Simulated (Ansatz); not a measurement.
# Molecular dynamics of ZnAu

Computed with Ansatz (plane waves, PAW, 420 eV cutoff): PBE, scalar-relativistic, no spin polarisation, 2×2×2 k-mesh, Gaussian smearing of 0.05 eV; PAW files: Ansatz's generated set soft_2.

The chain of runs began from a cell as deposited in COD, expanded in volume.

A 3×2×2 supercell of the relaxed crystal (24 atoms) starts from its ideal positions with Maxwell–Boltzmann velocities for 150 K; NVE (no thermostat), time step 2.0 fs.

```yaml
crystal:
  lattice:
    - [9.5656588842, 0.0, 0.0]
    - [0.0, 6.3771059228, 0.0]
    - [0.0, 0.0, 6.3771059228]
  atoms:
    - { symbol: Zn, position: [0.1666666667, 0.25, 0.25] }
    - { symbol: Au, position: [0.0, 0.0, 0.0] }
    - { symbol: Zn, position: [0.1666666667, 0.25, 0.75] }
    - { symbol: Au, position: [0.0, 0.0, 0.5] }
    - { symbol: Zn, position: [0.1666666667, 0.75, 0.25] }
    - { symbol: Au, position: [0.0, 0.5, 0.0] }
    - { symbol: Zn, position: [0.1666666667, 0.75, 0.75] }
    - { symbol: Au, position: [0.0, 0.5, 0.5] }
    - { symbol: Zn, position: [0.5, 0.25, 0.25] }
    - { symbol: Au, position: [0.3333333333, 0.0, 0.0] }
    - { symbol: Zn, position: [0.5, 0.25, 0.75] }
    - { symbol: Au, position: [0.3333333333, 0.0, 0.5] }
    - { symbol: Zn, position: [0.5, 0.75, 0.25] }
    - { symbol: Au, position: [0.3333333333, 0.5, 0.0] }
    - { symbol: Zn, position: [0.5, 0.75, 0.75] }
    - { symbol: Au, position: [0.3333333333, 0.5, 0.5] }
    - { symbol: Zn, position: [0.8333333333, 0.25, 0.25] }
    - { symbol: Au, position: [0.6666666667, 0.0, 0.0] }
    - { symbol: Zn, position: [0.8333333333, 0.25, 0.75] }
    - { symbol: Au, position: [0.6666666667, 0.0, 0.5] }
    - { symbol: Zn, position: [0.8333333333, 0.75, 0.25] }
    - { symbol: Au, position: [0.6666666667, 0.5, 0.0] }
    - { symbol: Zn, position: [0.8333333333, 0.75, 0.75] }
    - { symbol: Au, position: [0.6666666667, 0.5, 0.5] }
basis:
  ecutwfc: 420
  ecutrho_ratio: 4
kpoints:
  mp_grid: { grid: [2, 2, 2] }
hamiltonian:
  xc: pbe
scf:
  occupations: { method: gaussian, width: 0.05 }
output:
  forces: true
  stress: true
  eigenvalues: true
md:
  timestep: 2.0
  n_steps: 20
  ensemble: nve
  temperature: 150
  initial_velocities: maxwell_boltzmann
  seed: 95655
```

Launched as:
```sh
ansatz run input.yaml --threads 8 --pin off --max-ram 12288MiB --backend cpu --events-out ev --progress --plain --runs-dir out
```

Q: How do temperature, potential energy and pressure develop over the first steps?

A: Kinetic energy flows into the lattice: the temperature goes from 150 K to 85 K after 40 fs and is still falling, with the potential energy 8 meV/atom over the start. All atoms start at the bottom of their wells, so equipartition hands about half of the kinetic energy to the potential: the mean over the second half of the steps is 107 K against 75 K for an even split, though the first swing isn't over yet. The run is far too short for thermal averages. The temperature counts 3N − 3 degrees of freedom, and the pressure holds the kinetic part.

```tsv
t (fs)	T (K)	E_pot − E_pot(0) (meV/atom)	P (GPa)	rms shift (Å)	drift of the conserved energy (meV/atom)
0.0	150	0.0	-0.20	0.000	0.00
2.0	150	0.0	-0.20	0.004	0.00
4.0	149	0.1	-0.20	0.008	0.00
6.0	148	0.3	-0.19	0.012	0.00
8.0	146	0.5	-0.18	0.016	0.00
10.0	144	0.7	-0.17	0.020	0.00
12.0	142	1.0	-0.16	0.024	0.00
14.0	139	1.3	-0.15	0.027	0.00
16.0	136	1.7	-0.13	0.031	0.00
18.0	133	2.2	-0.11	0.035	0.00
20.0	129	2.6	-0.09	0.038	0.00
22.0	125	3.1	-0.07	0.042	0.00
24.0	121	3.6	-0.05	0.045	0.00
26.0	116	4.2	-0.03	0.049	0.00
28.0	112	4.7	-0.01	0.052	0.00
30.0	107	5.3	0.02	0.055	0.00
32.0	103	5.9	0.04	0.058	0.00
34.0	98	6.4	0.06	0.061	0.00
36.0	93	7.0	0.09	0.064	0.00
38.0	89	7.6	0.11	0.067	0.00
40.0	85	8.1	0.14	0.070	0.00
```

Positions (Å) and forces (eV/Å) at t = 24.0 fs:

```xyz
24
Lattice="9.566 0.000 0.000 0.000 6.377 0.000 0.000 0.000 6.377" Properties=species:S:1:pos:R:3:forces:R:3 pbc="T T T"
Zn    1.592    1.560    1.594    0.028    0.096   -0.056
Au   -0.009   -0.013   -0.025    0.049    0.066    0.023
Zn    1.591    1.629    4.779    0.059   -0.069    0.041
Au    0.009   -0.011    3.175   -0.101    0.192    0.070
Zn    1.564    4.807    1.629    0.173   -0.113   -0.220
Au   -0.002    3.172    0.034    0.036    0.054   -0.085
Zn    1.577    4.802    4.716    0.095   -0.142    0.288
Au    0.003    3.158    3.188    0.005    0.012    0.040
Zn    4.705    1.544    1.591    0.260    0.186   -0.040
Au    3.176   -0.007   -0.023   -0.023   -0.137   -0.040
Zn    4.806    1.589    4.775   -0.131    0.098    0.058
Au    3.188    0.008    3.186    0.063   -0.081    0.097
Zn    4.826    4.731    1.634   -0.137    0.144   -0.120
Au    3.180    3.183    0.013   -0.043    0.114   -0.046
Zn    4.836    4.767    4.822   -0.228    0.021   -0.133
Au    3.193    3.198    3.173    0.032   -0.020    0.079
Zn    7.962    1.636    1.636   -0.025   -0.199   -0.214
Au    6.365    0.037    0.002    0.078    0.004    0.130
Zn    7.983    1.582    4.794   -0.034    0.048    0.034
Au    6.351    0.006    3.188    0.084    0.017   -0.050
Zn    8.017    4.827    1.602   -0.217   -0.104   -0.045
Au    6.380    3.224   -0.004    0.105   -0.153    0.115
Zn    7.978    4.803    4.764   -0.023   -0.067    0.076
Au    6.416    3.171    3.198   -0.106    0.033   -0.001
```

Spin–orbit coupling, which matters for such heavy elements, is left out. The k-mesh is coarse, so small energy differences aren't converged.
